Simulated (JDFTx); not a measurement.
System: vinylidene fluoride, C2H2F2 (SMILES C=C(F)F), charge 0, multiplicity 1; geometry: optimised with GFN2-xTB in vacuum (no frequencies checked; largest PBE force component 0.6 eV/Å). Z-matrix (Å, degrees):
```
C
C 1 1.3119
F 1 1.3259 2 125.36
F 1 1.3260 2 125.38 3 -179.89
H 2 1.0723 1 120.42 3 179.89
H 2 1.0723 5 119.19 1 -179.98
```

Computed with JDFTx (a modified build): PBE, GBRV ultrasoft potentials, plane waves to 20/100 Ha. Liquid: CANDLE, water, 1 M KCl. The liquid run sits in a periodic box with 4.5 Å from the outermost atoms to the faces; the vacuum run is isolated. The box matters at about 0.01 eV. Solvation energy here means the total energy in the continuum liquid minus that in vacuum, same nuclei, nothing added for thermal motion or standard states.

```json
{
 "solvation_energy": "-0.4 kcal/mol",
 "part: cavitation term of the fluid": "8.6 kcal/mol",
 "part: dispersion term of the fluid": "-7.1 kcal/mol",
 "part: electrostatic term of the fluid": "-2.4 kcal/mol",
 "part: distortion of the solute's electrons": "0.4 kcal/mol",
 "dipole_moment_in_vacuum": "1.24 D",
 "dipole_moment_in_the_liquid": "1.73 D",
 "highest occupied level in vacuum (zero: vacuum level)": "-6.62 eV",
 "highest occupied level in the liquid (zero: bulk electrolyte)": "-6.39 eV",
 "volume of the model's cavity": "177.3 Å³",
 "rough_cost_vacuum_and_liquid_run": "2 min and 3 min of core time"
}
```
